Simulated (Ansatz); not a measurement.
HfO2 (fluorite)

```
HfO2
1.0
    0.00000     5.09760     5.09760
    2.54880     0.00000     2.54880
    2.54880     2.54880     0.00000
Hf O
2 4
Cartesian
  0.00000   0.00000   0.00000
  0.00000   2.54880   2.54880
  1.27440   1.27440   1.27440
  1.27440   3.82320   3.82320
  3.82320   3.82320   3.82320
  3.82320   6.37200   6.37200
```

In each cell atom 5 (O, nearest neighbour Hf at 2.207 Å; its periodic images, 3.6 Å or more away, move with it) moves by s·(0.707, 0.707, 0.000) (along Cartesian [110]), the rest being held.

Method: PBE (plane waves to 420 eV, PAW, scalar-relativistic; Ansatz, a first-principles code). k mesh 9×9×9 (Γ-centred), Fermi-Dirac smearing 0.05 eV. Energies are smeared free energies. Left out: 4 of 11 points, with atoms too close for the PAW data. HfO2 is run without spin polarisation. HfO2 was relaxed with its symmetry unable to fall. Spin-orbit coupling is left out, though Hf is heavy. This is a high-temperature form of HfO2. ΔE is measured from the undisplaced structure.

```tsv
s (Å)	ΔE (meV/cell)
-0.396	955
-0.264	404
-0.132	98
0.000	0
0.132	98
0.264	404
0.396	955
```

**Question.** What force constant k = d²E/ds² at s = 0 does the table give?

**Answer.** 11 eV/Å². It is the second difference of the nearest points, corrected with the next pair.

**Question.** With k = 11.12 eV/Å² from the forces, is the well harmonic out to s = 0.396 Å?

**Answer.** ½ks² = 872 meV/cell against the computed 955 meV/cell, so the well is stiffer than harmonic there.

(For displaced atoms, the force is minus the slope of the energy, and its curvature is a force constant, which sets phonon frequencies.)
